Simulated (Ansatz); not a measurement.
# What DFT gives for SnO

```xyz
4
Lattice="4.0574 0.0000 0.0000 -2.0287 3.5138 0.0000 0.0000 0.0000 4.9251" Properties=species:S:1:pos:R:3 pbc="T T T"
O     0.0000    0.0000    0.0000
O     0.0000    0.0000    2.4625
Sn    0.0000    2.3426    1.2313
Sn    2.0287    1.1713    3.6938
```

Single point in Ansatz 0.2.0 with r2SCAN, no spin polarisation. Cutoff 500 eV, PAW datasets, 10×10×7 Γ-centred k mesh, fermi-dirac filling (width 0.1 eV).

Is it stable against the elements?

-0.14 eV an atom against the elements' usual phases (free molecules for gases, crystals otherwise, with no correction for O₂ or N₂), so it is bound against them; other compounds may still compete. Relaxing would lower it.

Is the cell too large or too small?

The pressure is -4.8 GPa (compression positive), so with the atoms held at these fractions the cell would first shrink. The principal stresses -15.8, -15.8, 17.1 GPa differ, so its shape would change too.

Metal or insulator?

It is a metal, with about 1.3 states/eV a cell as the mean within 0.25 eV of the Fermi level, mostly O p (76 %) and Sn p (18 %).

Describe some of the short contacts.

O–O at 2.46 Å: least valence density 0.18 e/Å³ and ELF 0.05 there. O–Sn at 2.65 Å: least valence density 0.22 e/Å³ and ELF 0.17 there. These are pseudo-fields; inside the PAW spheres they differ from the all-electron ones.

Give the Bader charges.

Bader charges in e: Sn +1.14, O -1.14. In the mean Sn gives up most and O takes most.

Origin: a known structure type with other elements, at an estimated volume, so it need not be a known compound. Caveats: many states at the Fermi level without spin polarisation, so a magnetic state may lie lower.
